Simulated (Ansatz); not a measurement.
CuAu:
```xyz
2
Lattice="2.8344 0.0000 0.0000 0.0000 2.8344 0.0000 0.0000 0.0000 3.5380" Properties=species:S:1:pos:R:3 pbc="T T T"
Cu     1.4172     1.4172     1.7690
Au     0.0000     0.0000     0.0000
```

Relaxed with PBEsol. Special points in fractions of this cell's reciprocal vectors: Γ (0.000, 0.000, 0.000); X (0.000, 0.500, 0.000); M (0.500, 0.500, 0.000); Z (0.000, 0.000, 0.500); R (0.000, 0.500, 0.500); A (0.500, 0.500, 0.500).

Task: List the band energies nearest the Fermi level at these points for DFT-PBEsol with spin–orbit coupling in the program Ansatz with PAW potentials.

Result: In eV from the Fermi level; about four levels below and three above (degenerate sets whole), none deeper than 8.9 eV; points with the same levels are listed once.

```csv
k,below,above
Γ,-1.62 -1.62 -1.23 -1.23,2.55 2.55 8.92 8.92
X,-1.04 -1.04 -0.34 -0.34,9.51 9.51 10.37 10.37
M,-1.14 -1.14 -0.30 -0.30,0.53 0.53 4.79 4.79
Z,-2.25 -2.25 -2.09 -2.09,13.38 13.38 14.00 14.00
R,-1.39 -1.39 -0.92 -0.92,2.70 2.70 4.66 4.66
A,-1.80 -1.80 -1.74 -1.74,4.47 4.47 5.11 5.11
```

Space group P4/mmm (L1₀ or tetragonal B2). The cell was relaxed with PBEsol under the symmetry of its start; of distortions, only those at the zone centre were tested. The run is not spin-polarised.

Potentials: the later of the program's two PAW sets.
